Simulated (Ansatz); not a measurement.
BaSi2:
```
BaSi2
1.0
    4.08859     0.00000     0.00000
   -2.04429     3.54082     0.00000
    0.00000     0.00000     5.00201
Si Ba
2 1
Cartesian
  0.00000   2.36055   2.50101
  2.04429   1.18027   2.50101
  0.00000   0.00000   0.00000
```

Relaxed with PBEsol. Special points in fractions of this cell's reciprocal vectors: Γ (0.000, 0.000, 0.000); M (0.500, 0.000, 0.000); K (0.333, 0.333, 0.000); A (0.000, 0.000, 0.500); L (0.500, 0.000, 0.500); H (0.333, 0.333, 0.500).

### Question
List the band energies nearest the Fermi level at these points for plane-wave PAW PBEsol with spin–orbit coupling (Ansatz code).

### Answer
In eV from the Fermi level; about four levels below and three above (degenerate sets whole), none deeper than 8.9 eV; points with the same levels are listed once.

| k | below | above |
|---|---|---|
| Γ | -0.62 -0.62 -0.59 -0.59 | 1.61 1.61 1.68 1.68 |
| M | -2.75 -2.75 -1.44 -1.44 | 0.30 0.30 1.90 1.90 |
| K | -1.85 -1.85 -1.84 -1.84 | 1.87 1.87 1.90 1.90 |
| A | -2.23 -2.23 -0.30 -0.30 | 0.54 0.54 0.56 0.56 |
| L | -1.30 -1.30 -0.01 -0.01 | 3.00 3.00 3.75 3.75 |
| H | -1.27 -1.27 -1.08 -1.08 | 2.60 2.60 3.64 3.64 |

Space group P6/mmm. The workflow started from an entry of the Crystallography Open Database (COD), which files this formula under 2 space groups. Its standing as an ambient phase is unchecked. The cell was relaxed with PBEsol under the symmetry of its start; its stability against distortions is not shown here.

Potentials: the later of the program's two PAW sets.
